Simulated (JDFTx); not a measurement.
An input for JDFTx (a modified build) (Si(111) with OH, CANDLE, water, 1 M NaF; bohr, hartree) and the course of its log:

```
lattice \
  7.2740796480 3.6370398240 0.0000000000 \
  0.0000000000 6.2995377755 0.0000000000 \
  0.0000000000 0.0000000000 43.2747282539
coords-type Lattice
ion Si 0.3401418634 0.3417799406 -0.0856155966 0
ion Si -0.3274748576 0.6736621170 -0.0514308692 0
ion Si -0.3391918092 0.6596712162 0.0514308692 0
ion Si -0.0068085302 -0.0084466074 0.0856155966 0
ion O -0.0238202198 -0.0286347474 0.1591731047 0
ion H 0.1150289643 0.0909347563 0.1797127030 0
ion O 0.3571535531 0.3619680806 -0.1591731047 0
ion H 0.2183043690 0.2423985770 -0.1797127030 0
ion-species pseudo/si_pbe_v1.upf
ion-species pseudo/o_pbe_v1.2.upf
ion-species pseudo/h_pbe_v1.4.upf
elec-cutoff 20 100
elec-ex-corr gga-PBE
coulomb-interaction Slab 001
coulomb-truncation-embed 0 0 0
kpoint-folding 6 6 1
elec-smearing Fermi 0.003
elec-n-bands 21
target-mu -0.102531
electronic-scf nIterations 100 energyDiffThreshold 1e-07
fluid LinearPCM
pcm-variant CANDLE
fluid-solvent H2O
fluid-cation Na+ 1
fluid-anion F- 1
fluid-minimize nIterations 400 knormThreshold 1e-11
wavefunction read f0.wfns
elec-initial-eigenvals f0.eigenvals
elec-initial-fillings read f0.fillings
fluid-initial-state f0.fluidState
dump-name f0_u0.$VAR
dump End State Ecomponents EigStats BandEigs Forces ElecDensity IonicPositions Fillings Kpoints Dtot FluidDebug BoundCharge FluidDensity
```

```
[one cycle in 5 is shown, and the last three; fluid-solver lines are left out]
	FillingsUpdate:  mu: -0.102531000  nElectrons: 30.515503
SCF: Cycle:  0   G: -46.189083814598682   dG: +2.436e-02   |Residual|: 2.449e-02   |deigs|: 1.219e-08
	FillingsUpdate:  mu: -0.102531000  nElectrons: 30.115723
SCF: Cycle:  5   G: -46.214118518544609   dG: -8.381e-05   |Residual|: 2.964e-03   |deigs|: 6.032e-04
	FillingsUpdate:  mu: -0.102531000  nElectrons: 30.241060
SCF: Cycle: 10   G: -46.213596086155846   dG: -7.534e-05   |Residual|: 9.515e-03   |deigs|: 4.160e-04
	FillingsUpdate:  mu: -0.102531000  nElectrons: 30.489952
SCF: Cycle: 15   G: -46.193924766633117   dG: +1.423e-02   |Residual|: 2.271e-02   |deigs|: 2.645e-03
	FillingsUpdate:  mu: -0.102531000  nElectrons: 30.399721
SCF: Cycle: 20   G: -46.212214424660047   dG: -1.516e-02   |Residual|: 1.438e-02   |deigs|: 4.463e-03
	FillingsUpdate:  mu: -0.102531000  nElectrons: 31.015327
SCF: Cycle: 25   G: -46.134304284200184   dG: +7.278e-02   |Residual|: 3.925e-02   |deigs|: 1.510e-02
	FillingsUpdate:  mu: -0.102531000  nElectrons: 30.876970
SCF: Cycle: 30   G: -46.155696581975455   dG: +1.606e-03   |Residual|: 3.360e-02   |deigs|: 4.986e-04
	FillingsUpdate:  mu: -0.102531000  nElectrons: 30.131751
SCF: Cycle: 35   G: -46.214633546530692   dG: -3.797e-04   |Residual|: 4.467e-03   |deigs|: 1.584e-03
	FillingsUpdate:  mu: -0.102531000  nElectrons: 30.574695
SCF: Cycle: 40   G: -46.180897375704163   dG: +2.227e-02   |Residual|: 2.737e-02   |deigs|: 4.040e-03
	FillingsUpdate:  mu: -0.102531000  nElectrons: 30.286449
SCF: Cycle: 45   G: -46.215344836681744   dG: -4.007e-04   |Residual|: 9.382e-03   |deigs|: 9.746e-04
	FillingsUpdate:  mu: -0.102531000  nElectrons: 30.238006
SCF: Cycle: 50   G: -46.214363950582786   dG: +2.445e-04   |Residual|: 8.015e-03   |deigs|: 3.524e-04
	FillingsUpdate:  mu: -0.102531000  nElectrons: 30.238279
SCF: Cycle: 55   G: -46.214055815338476   dG: -1.793e-04   |Residual|: 8.376e-03   |deigs|: 2.012e-04
	FillingsUpdate:  mu: -0.102531000  nElectrons: 30.318149
SCF: Cycle: 60   G: -46.211824681622900   dG: +3.194e-03   |Residual|: 1.349e-02   |deigs|: 3.459e-03
	FillingsUpdate:  mu: -0.102531000  nElectrons: 30.248370
SCF: Cycle: 65   G: -46.214992282933437   dG: +3.297e-04   |Residual|: 7.951e-03   |deigs|: 9.059e-04
	FillingsUpdate:  mu: -0.102531000  nElectrons: 30.245135
SCF: Cycle: 70   G: -46.214989556235757   dG: -1.752e-04   |Residual|: 7.715e-03   |deigs|: 3.356e-04
	FillingsUpdate:  mu: -0.102531000  nElectrons: 30.342544
SCF: Cycle: 75   G: -46.210172407872015   dG: +3.385e-03   |Residual|: 1.500e-02   |deigs|: 1.798e-03
	FillingsUpdate:  mu: -0.102531000  nElectrons: 30.242813
SCF: Cycle: 80   G: -46.214676963745490   dG: +5.480e-04   |Residual|: 7.950e-03   |deigs|: 3.457e-03
	FillingsUpdate:  mu: -0.102531000  nElectrons: 30.347608
SCF: Cycle: 85   G: -46.214695691238724   dG: +6.863e-04   |Residual|: 1.171e-02   |deigs|: 1.833e-03
	FillingsUpdate:  mu: -0.102531000  nElectrons: 30.572262
SCF: Cycle: 90   G: -46.197705477640966   dG: +1.289e-02   |Residual|: 2.084e-02   |deigs|: 3.313e-03
	FillingsUpdate:  mu: -0.102531000  nElectrons: 30.462099
SCF: Cycle: 95   G: -46.208634301338655   dG: -8.007e-03   |Residual|: 1.628e-02   |deigs|: 2.002e-03
	FillingsUpdate:  mu: -0.102531000  nElectrons: 30.906967
SCF: Cycle: 97   G: -46.154108503139902   dG: +5.314e-02   |Residual|: 3.443e-02   |deigs|: 1.052e-02
	FillingsUpdate:  mu: -0.102531000  nElectrons: 30.248609
SCF: Cycle: 98   G: -46.213853401363430   dG: -5.974e-02   |Residual|: 9.368e-03   |deigs|: 1.876e-02
	FillingsUpdate:  mu: -0.102531000  nElectrons: 30.436619
SCF: Cycle: 99   G: -46.201362763816547   dG: +1.249e-02   |Residual|: 1.996e-02   |deigs|: 3.768e-03
SCF: None of the convergence criteria satisfied after 100 iterations.
IonicMinimize: Iter:   0  G: -46.201362763816547  |grad|_K:  0.000e+00
IonicMinimize: Converged (|grad|_K<1.000000e-04).
```

This run gave no converged result. The electronic loop ended without meeting its threshold, so the last energy, electron count and forces aren't results.
